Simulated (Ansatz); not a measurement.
Si3Mo5:
```xyz
16
Lattice="7.2682 0.0000 0.0000 -3.6341 6.2944 0.0000 0.0000 0.0000 5.0348" Properties=species:S:1:pos:R:3 pbc="T T T"
Si     1.4324     2.4811     3.7761
Si     2.2017     3.8134     1.2587
Si    -1.4324     2.4811     1.2587
Si    -2.2017     3.8134     3.7761
Si     4.4033     0.0000     3.7761
Si     2.8649     0.0000     1.2587
Mo     3.6341     2.0981     0.0000
Mo     0.0000     4.1963     0.0000
Mo     0.0000     4.1963     2.5174
Mo     3.6341     2.0981     2.5174
Mo     2.7596     4.7798     3.7761
Mo     0.8745     1.5146     1.2587
Mo    -2.7596     4.7798     1.2587
Mo    -0.8745     1.5146     3.7761
Mo     1.7489     0.0000     3.7761
Mo     5.5193     0.0000     1.2587
```

Relaxed with r²SCAN.

Map the valence electron density (e/Å³), cut off at 1 on the plane through (0.394, 0.394, 0.750) spanned by u = [1, 1, 0] and v = [1, -1, 0] in lattice vectors, from plane-wave PAW r²SCAN (Ansatz code).

x is the fraction of u, y of v (the angle between them is 90°; rows are the nearest grid lines); atoms in the plane: Si at (0.00, 0.00), Si at (0.50, 0.50), Si at (0.41, 0.20), Si at (0.91, 0.70), Si at (0.41, 0.80), Si at (0.91, 0.30), Mo at (0.37, 0.00), Mo at (0.87, 0.50), Mo at (0.23, 0.38), Mo at (0.73, 0.88).
```
|  .-----+@@@@@@@@@*-:....:::::-==-.  |
|-===--::-=@@@@@@@*-::::=*@@@#+=====--|
|====--::::-+#%%*=-:::-+@@@@@@@%=---==|
|:--=---:::---=====---+@@@@@@@@@*-::::|
|--=++==---==-:  .:====+%@@@@@@+-::::-|
|-----:::---=-:..:-==--::::::------==-|
|==--::::::------====--::::::------===|
|-=----=+++==--:------==-----==-.   :-|
|===+@@@@@@@@@=:::::-==+=-----==----==|
|::-=@@@@@@@@@*----------:::::--===--:|
|:::-+@@@@@@@%=---=====--::::-+#%%*=-:|
|+::..:::-----==-:...:-=---=@@@@@@@@@+|
|+::..:::-----==-:...:-=---=@@@@@@@@@+|
|:::-+@@@@@@@%=---=====--::::-+#%%*=-:|
|::-=@@@@@@@@@*----------:::::--===--:|
|===+@@@@@@@@@=:::::-==+=-----==----==|
|-=----=+++==--:------==-----==-.   :-|
|==--::::::------====--::::::------===|
|-----:::---=-:..:-==--::::::------==-|
|--=++==---==-:  .:====+%@@@@@@+-::::-|
|:--=---:::---=====---+@@@@@@@@@*-::::|
|====--::::-+#%%*=-:::-+@@@@@@@%=---==|
|-===--::-=@@@@@@@*-::::=*@@@#+=====--|
|  .-----+@@@@@@@@@*-:....:::::-==-.  |
```
Scale: ten equal steps from 0.040 (start of ' ') to 1.00 (end of '@'), in the order ' .:-=+*#%@'; x runs from 0.000 to 1.00, y from 0.000 (bottom) to 1.00 (top).

The density is the valence pseudo-density with augmentation charge, so density and ELF within about 1 Å of a nucleus are not all-electron values.

Space group P6_3/mcm. The first step of the workflow began from a Materials Project structure, measured or hypothetical; the Crystallography Open Database copy checked does not list it. COD files the formula under space group No. 140. Its standing as an ambient phase is unchecked. The cell was relaxed with r²SCAN under the symmetry of its start; whether a distortion lowers the energy is not shown. No spin polarisation was allowed.

Potentials: the later of the program's two PAW sets.
